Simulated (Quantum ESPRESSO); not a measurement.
# In2GaAlP4: input and log of a self-consistent run

Simulated, not a measurement. The program is pw.x of Quantum ESPRESSO 7.5 (plane-wave density functional theory). The cell is made up: 8 atoms on a zincblende/diamond lattice, with randomly drawn elements, strain and displacements, not relaxed. PseudoDojo standard norm-conserving files (v0.5 for PBE, v0.4.1 for LDA and PBEsol) set the functional; there is no spin polarisation, spin-orbit coupling or dispersion term, and the masses in the input are unused placeholders.

Input:

```
&control calculation='scf', pseudo_dir='./dojo.nc.sr.pbe.v0_5.standard.upf', outdir='./o', disk_io='low', tprnfor=.true., tstress=.true. /
&system ibrav=0, nat=8, ntyp=4, nbnd=37, ecutwfc=79.96652505, nosym=.true., tot_charge=0,
 occupations='smearing', smearing='fd', degauss=0.0018374661
/
&electrons conv_thr=7.350e-09, electron_maxstep=60, /
ATOMIC_SPECIES
Al 1.0 Al.upf
Ga 1.0 Ga.upf
In 1.0 In.upf
P 1.0 P.upf
CELL_PARAMETERS angstrom
5.7025 0.0114 -0.0114
0.0114 5.6219 -0.0162
-0.0114 -0.0162 5.7523
ATOMIC_POSITIONS angstrom
In -0.0109 -0.0374 0.0464
Ga 0.017 2.7489 2.8435
Al 2.8475 0.0216 2.8471
In 2.9035 2.8192 -0.0071
P 1.4363 1.3969 1.4585
P 1.398 4.221 4.3303
P 4.2781 1.3884 4.3316
P 4.2449 4.2218 1.362
K_POINTS automatic
4 4 4 1 1 1
```

The log is shortened where brackets say so; the opening notice, blank lines, dates and the lines on written files are dropped, and the path of the files is cut. It prints rydbergs, bohrs and kilobars, and counts compression as positive stress.

```
     Program PWSCF v.7.5
     Parallel version (MPI & OpenMP), running on       4 processor cores
     Number of MPI processes:                 4
     Threads/MPI process:                     1
     [start-up lines left out]
     bravais-lattice index     =            0
     lattice parameter (alat)  =      10.7762  a.u.
     unit-cell volume          =    1244.4560 (a.u.)^3
     number of atoms/cell      =            8
     number of atomic types    =            4
     number of electrons       =        62.00
     number of Kohn-Sham states=           37
     kinetic-energy cutoff     =      79.9665  Ry
     charge density cutoff     =     319.8661  Ry
     scf convergence threshold =      7.3E-09
     mixing beta               =       0.7000
     number of iterations used =            8  plain     mixing
     Exchange-correlation= PBE
                           (   1   4   3   4   0   0   0)
     [axes and pseudopotential details left out]
   Cartesian axes
     site n.     atom                  positions (alat units)
         1        In     tau(   1) = (  -0.0019114  -0.0065585   0.0081367  )
         2        Ga     tau(   2) = (   0.0029811   0.4820498   0.4986390  )
         3        Al     tau(   3) = (   0.4993404   0.0037878   0.4992703  )
         4        In     tau(   4) = (   0.5091606   0.4943777  -0.0012451  )
         5        P      tau(   5) = (   0.2518710   0.2449618   0.2557640  )
         6        P      tau(   6) = (   0.2451547   0.7401987   0.7593657  )
         7        P      tau(   7) = (   0.7502118   0.2434712   0.7595936  )
         8        P      tau(   8) = (   0.7443898   0.7403390   0.2388417  )
     number of k points=    32  Fermi-Dirac smearing, width (Ry)=  0.0018
                       cart. coord. in units 2pi/alat
        k(    1) = (   0.1249958   0.1268980   0.1245234), wk =   0.0625000
        k(    2) = (   0.1254898   0.1276111   0.3723630), wk =   0.0625000
     [further k points left out]
     Dense  grid:   120199 G-vectors     FFT dimensions: (  64,  64,  64)
     Estimated max dynamical RAM per process >     228.38 MB
     Estimated total dynamical RAM >     825.47 MB
     Initial potential from superposition of free atoms
     starting charge      61.9865, renormalised to      62.0000
     Starting wfcs are   47 randomized atomic wfcs
     total cpu time spent up to now is        3.1 secs
     per-process dynamical memory:   163.0 Mb
     Self-consistent Calculation
     iteration #  1     ecut=    79.97 Ry     beta= 0.70
     Davidson diagonalization with overlap
     ethr =  1.00E-02,  avg # of iterations =  4.0
     Threshold (ethr) on eigenvalues was too large:
     Diagonalizing with lowered threshold
     Davidson diagonalization with overlap
     ethr =  5.94E-04,  avg # of iterations =  2.0
     total cpu time spent up to now is       10.9 secs
     total energy              =    -478.83415356 Ry
     estimated scf accuracy    <       0.37956840 Ry
     iteration #  2     ecut=    79.97 Ry     beta= 0.70
     Davidson diagonalization with overlap
     ethr =  6.12E-04,  avg # of iterations =  2.2
     total cpu time spent up to now is       14.9 secs
     total energy              =    -478.93343738 Ry
     estimated scf accuracy    <       0.08686390 Ry
     iteration #  3     ecut=    79.97 Ry     beta= 0.70
     Davidson diagonalization with overlap
     ethr =  1.40E-04,  avg # of iterations =  3.3
     total cpu time spent up to now is       19.1 secs
     total energy              =    -478.94837497 Ry
     estimated scf accuracy    <       0.00388302 Ry
     iteration #  4     ecut=    79.97 Ry     beta= 0.70
     Davidson diagonalization with overlap
     ethr =  6.26E-06,  avg # of iterations = 10.3
     total cpu time spent up to now is       25.4 secs
     total energy              =    -478.94929642 Ry
     estimated scf accuracy    <       0.00263800 Ry
     iteration #  5     ecut=    79.97 Ry     beta= 0.70
     Davidson diagonalization with overlap
     ethr =  4.25E-06,  avg # of iterations =  2.4
     total cpu time spent up to now is       29.4 secs
     total energy              =    -478.94972488 Ry
     estimated scf accuracy    <       0.00016751 Ry
     iteration #  6     ecut=    79.97 Ry     beta= 0.70
     Davidson diagonalization with overlap
     ethr =  2.70E-07,  avg # of iterations =  3.8
     total cpu time spent up to now is       33.7 secs
     total energy              =    -478.94976717 Ry
     estimated scf accuracy    <       0.00001424 Ry
     iteration #  7     ecut=    79.97 Ry     beta= 0.70
     Davidson diagonalization with overlap
     ethr =  2.30E-08,  avg # of iterations =  3.8
     total cpu time spent up to now is       38.0 secs
     total energy              =    -478.94977073 Ry
     estimated scf accuracy    <       0.00000216 Ry
     iteration #  8     ecut=    79.97 Ry     beta= 0.70
     Davidson diagonalization with overlap
     ethr =  3.49E-09,  avg # of iterations =  3.3
     total cpu time spent up to now is       42.1 secs
     total energy              =    -478.94977142 Ry
     estimated scf accuracy    <       0.00000006 Ry
     iteration #  9     ecut=    79.97 Ry     beta= 0.70
     Davidson diagonalization with overlap
     ethr =  1.03E-10,  avg # of iterations =  5.0
     total cpu time spent up to now is       47.9 secs
     total energy              =    -478.94977144 Ry
     estimated scf accuracy    <       0.00000011 Ry
     iteration # 10     ecut=    79.97 Ry     beta= 0.70
     Davidson diagonalization with overlap
     ethr =  1.03E-10,  avg # of iterations =  2.0
     total cpu time spent up to now is       51.7 secs
     End of self-consistent calculation
     [lines on levels left out]
!    total energy              =    -478.94977146 Ry
     estimated scf accuracy    <          3.9E-09 Ry
     smearing contrib. (-TS)   =      -0.00000000 Ry
     internal energy E=F+TS    =    -478.94977146 Ry
     The total energy is F=E-TS. E is the sum of the following terms:
     one-electron contribution =    -203.03866684 Ry
     hartree contribution      =     142.13752474 Ry
     xc contribution           =    -140.72861974 Ry
     ewald contribution        =    -277.32000963 Ry
     convergence has been achieved in  10 iterations
     Forces acting on atoms (cartesian axes, Ry/au):
     atom    1 type  3   force =     0.00730073    0.01822650   -0.00746134
     atom    2 type  2   force =    -0.00894883    0.01770541    0.01488872
     atom    3 type  1   force =    -0.00182750   -0.01207961    0.01859524
     atom    4 type  3   force =    -0.04014097   -0.01267739   -0.01735624
     atom    5 type  4   force =     0.00683620    0.00205190    0.04035656
     atom    6 type  4   force =     0.01946298   -0.01124083   -0.07827453
     atom    7 type  4   force =     0.00464905   -0.00891718   -0.07680525
     atom    8 type  4   force =     0.01266835    0.00693121    0.10605685
     Total force =     0.171444     Total SCF correction =     0.000121
     Computing stress (Cartesian axis) and pressure
          total   stress  (Ry/bohr**3)                   (kbar)     P=       29.57
   0.00020553  -0.00000273  -0.00000551           30.23       -0.40       -0.81
  -0.00000273   0.00025217   0.00008626           -0.40       37.09       12.69
  -0.00000551   0.00008626   0.00014528           -0.81       12.69       21.37
     init_run     :      2.89s CPU      2.98s WALL (       1 calls)
     electrons    :     48.41s CPU     48.63s WALL (       1 calls)
     forces       :      0.71s CPU      0.73s WALL (       1 calls)
     stress       :      2.33s CPU      2.41s WALL (       1 calls)
     [timing details left out]
     PWSCF        :     54.43s CPU     54.87s WALL
     JOB DONE.
```

In other units: free energy -6516.444 eV for the cell, pressure 2.96 GPa, largest force component 2.727 eV/Å. A rerun of this cell at 1377 eV and a 6 x 6 x 6 mesh moved values by no more than 0.008 eV in energy, 0.02 GPa in stress and 0.002 eV/Å in force.